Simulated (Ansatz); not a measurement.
**How the functional moves the response of InSb (F-43m) (PBEsol, LDA)**

```xyz
2
Lattice="0.0000 3.2602 3.2602 3.2602 0.0000 3.2602 3.2602 3.2602 0.0000" Properties=species:S:1:pos:R:3 pbc="T T T"
In    0.0000    0.0000    0.0000
Sb    4.8903    4.8903    4.8903
```

This cell (34.65 Å³ an atom) was relaxed by PAW under PBEsol, and each functional gets its own cell relaxed so. Quantity: harmonic phonons by finite displacements (negative means unstable), on a 2×2×2 q mesh.

Runs: (1) PBEsol, all-electron LAPW in Ansatz 0.2.0, scalar-relativistic; k mesh 10×10×10, Fermi-Dirac smearing of 0.100 eV, basis error target 1 meV/atom. (2) LDA, all-electron LAPW in Ansatz 0.2.0, scalar-relativistic; k mesh 10×10×10, Fermi-Dirac smearing of 0.050 eV, basis error target 0.5 meV/atom.

Under PBEsol: highest mode = 173 cm⁻¹, lowest at L = 31.3 cm⁻¹, lowest at X = 36.4 cm⁻¹, highest at Γ = 173 cm⁻¹.

Task: Which way does LDA move the volume, and by how much?

Result: a = 6.450 Å, 33.55 Å³ an atom: 3.2 % smaller.

Task: What does LDA give for these quantities?

Result: 

| quantity | PBEsol | LDA | change |
| --- | --- | --- | --- |
| highest mode | 173 cm⁻¹ | 178 cm⁻¹ | +3 % |
| lowest at L | 31.3 cm⁻¹ | 31.9 cm⁻¹ | +2 % |
| lowest at X | 36.4 cm⁻¹ | 37.6 cm⁻¹ | +3 % |
| highest at Γ | 173 cm⁻¹ | 178 cm⁻¹ | +3 % |

Keep in mind: the gap is closed or tiny at this level, so small that the run used smearing; responses move with mesh and smearing.
